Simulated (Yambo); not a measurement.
Yambo run on AlP (wurtzite, space group P6_3mc, No. 186) under isotropic strain of -3 % on all lattice vectors. The wavefunctions come from this Quantum ESPRESSO step (PBEsol, PseudoDojo standard norm-conserving files, scalar-relativistic):

```
&CONTROL
  calculation = 'nscf'
  pseudo_dir = './pseudo'
  outdir = './out'
/
&SYSTEM
  ibrav = 0
  nat = 4
  ntyp = 2
  ecutwfc = 44.0
  ecutrho = 176.0
  occupations = 'fixed'
  force_symmorphic = .true.
  nbnd = 181
/
&ELECTRONS
  conv_thr = 4e-09
  diago_full_acc = .true.
  diago_thr_init = 1e-08
/
ATOMIC_SPECIES
Al 26.9815 Al.upf
P 30.9738 P.upf
CELL_PARAMETERS angstrom
  3.745383860744   0.000000000000   0.000000000000
 -1.872691930372   3.243597570329   0.000000000000
  0.000000000000   0.000000000000   6.145003684749
ATOMIC_POSITIONS crystal
Al   0.333333506538   0.666667013077   0.000046200159
Al   0.666666839872   0.333333679744   0.500046200159
P   0.333333506538   0.666667013077   0.374953845554
P   0.666666839872   0.333333679744   0.874953845554
K_POINTS automatic
6 6 2 0 0 0
```

Yambo input:

```
rim_cut
gw0
dyson
el_el_corr
HF_and_locXC
ppa
em1d
RandQpts= 1000000
RandGvec= 1 Ry
EXXRLvcs= 44 Ry
VXCRLvcs= 176 Ry
Chimod= "HARTREE"
% BndsRnXp
 1 | 179 |
%
NGsBlkXp= 10 Ry
% LongDrXp
 1.0 | 1.0 | 1.0 |
%
PPAPntXp= 27.2114 eV
% GbndRnge
 1 | 179 |
%
GTermKind= "BG"
DysSolver= "n"
ExtendOut
% QPkrange
 1 | 1 | 8 | 9 |
 2 | 2 | 8 | 9 |
 7 | 7 | 8 | 9 |
%
```

k points by index: 1 = Γ, 2 = A, 7 = M.

Resulting energies as the program prints them:

```
#    K-point    Band    Eo [eV]    E [eV]    E-Eo [eV]    Vxc [eV]    Vnlxc [eV]    Sc|Eo [eV]    Sc|E [eV]    dSc/dw|Eo [eV]    Re(Z)    Im(Z)
#
    1    8    0.000000    -0.852510    -0.852510    -12.03352    -14.13754    1.004380    1.251507    -7.887187    0.775282    -0.001560
    1    9    2.605266    2.789231    0.183965    -9.916929    -5.698073    -3.986744    -4.034891    -7.116730    0.792682    -0.001499
    2    8    -0.561438    -1.443743    -0.882306    -11.81183    -14.14870    1.196248    1.454569    -7.965983    0.773545    -0.001590
    2    9    3.462029    3.652829    0.190800    -9.915165    -5.488313    -4.185268    -4.236053    -7.237509    0.789903    -0.001558
    7    8    -0.926048    -1.820884    -0.894837    -11.70015    -14.23032    1.370185    1.635333    -8.061962    0.771440    -0.001617
    7    9    1.717846    1.890582    0.172736    -9.061164    -5.144480    -3.700652    -3.743948    -6.815603    0.799697    -0.001476
```
(The two width columns are left out.) Convergence of these settings isn't established.

Geometry strained from the cell relaxed with PBEsol, atoms relaxed again.

This is not the ordinary phase of the substance; no match was found in the copy of COD used, and its stability was not checked.
